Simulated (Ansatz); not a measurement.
Ge: a two-dimensional sheet

The cell was found from a structure generator's guess, not taken from experiment.

Computed with DFT PBE, scalar-relativistic, plane waves, PAW (Ansatz). Settings: cutoff 420 eV, Γ-centred mesh 12×12×1 on the computed 4-atom cell, Gaussian smearing of 0.10 eV; no spin polarisation.

This is a two-dimensional sheet: the third axis spans vacuum and isn't periodic.

```yaml
crystal:
  periodic: [true, true, false]
  lattice:
    - [5.38055, 0.00000, 0.00000]
    - [-2.69027, 4.65969, 0.00000]
    - [0.00000, 0.00000, 26.15750]
  atoms:
    - { symbol: Ge, position: [0.50000, 0.00000, 0.28003] }
    - { symbol: Ge, position: [0.00000, 0.50000, 0.28003] }
    - { symbol: Ge, position: [0.50000, 0.50000, 0.28003] }
    - { symbol: Ge, position: [0.00000, 0.00000, 0.31947] }
```

Energies count from the standard state of Ge at the same level.

```
Layer group                                       : p6mm (No. 77)
In-plane cell                                     : a = 5.381 Å, b = 5.381 Å, γ = 120.0°
Area per atom                                     : 6.27 Å²
Thickness between the outermost nuclei            : 1.03 Å
Energy over the standard state                    : +0.71 eV/atom
Band gap over mesh and path                       : none (metal or semimetal)
Density of states at the Fermi level              : 2.0 states/eV per cell
Löwdin character within 0.5 eV of the Fermi level : Ge 4p 86 %, Ge 4s 11 %
Bader charges (e)                                 : Ge1 -0.04, Ge2 -0.04, Ge3 -0.04, Ge4 0.11
```

Levels along Γ–M–K–Γ, in eV from the Fermi level, sorted by energy at each point. Points in fractions of the primitive reciprocal vectors: Γ (0.000 0.000 0.000), M (0.500 0.000 0.000), K (0.333 0.333 0.000).
```csv
point,"k (1/Å, with 2π)",band 25,band 26,band 27,band 28,band 29,band 30,band 31
Γ,0.000,-4.64,-3.84,-3.84,-2.09,0.39,2.17,2.17
-,0.096,-4.31,-3.68,-3.64,-1.97,0.36,1.94,2.05
-,0.193,-3.98,-3.27,-3.04,-1.61,0.28,1.52,1.83
-,0.289,-3.71,-2.71,-2.35,-1.04,0.09,1.20,1.59
-,0.385,-3.41,-2.07,-1.74,-0.64,0.15,1.14,1.40
-,0.482,-3.07,-1.47,-1.38,-0.58,0.57,1.26,1.59
-,0.578,-2.71,-1.75,-0.74,-0.15,0.77,1.19,1.89
M,0.674,-2.45,-2.02,-0.43,0.09,1.01,1.18,1.42
-,0.730,-2.45,-2.01,-0.60,0.30,0.84,0.90,1.78
-,0.785,-2.44,-1.99,-0.86,0.42,0.54,0.80,2.03
-,0.841,-2.42,-1.96,-1.07,0.03,0.31,1.18,2.23
-,0.897,-2.38,-1.93,-1.19,-0.32,0.01,1.61,2.42
-,0.952,-2.32,-1.92,-1.20,-0.61,-0.29,1.98,2.65
-,1.008,-2.21,-1.95,-1.10,-0.81,-0.59,2.19,2.99
K,1.063,-2.07,-2.07,-0.90,-0.90,-0.84,2.25,3.35
-,1.175,-2.48,-1.82,-1.28,-0.75,-0.09,2.08,2.47
-,1.286,-2.94,-2.07,-1.13,-0.41,0.93,1.19,1.54
-,1.397,-3.36,-2.47,-0.83,-0.38,0.31,0.62,1.72
-,1.508,-3.69,-2.86,-1.51,-0.90,0.14,0.74,1.72
-,1.619,-3.96,-3.25,-2.66,-1.48,0.24,1.32,1.79
-,1.731,-4.26,-3.64,-3.56,-1.93,0.36,1.88,2.02
Γ,1.842,-4.64,-3.84,-3.84,-2.09,0.39,2.17,2.17
```

The last run used a 12×12×1 mesh for its 4-atom cell and Gaussian smearing of 0.10 eV.
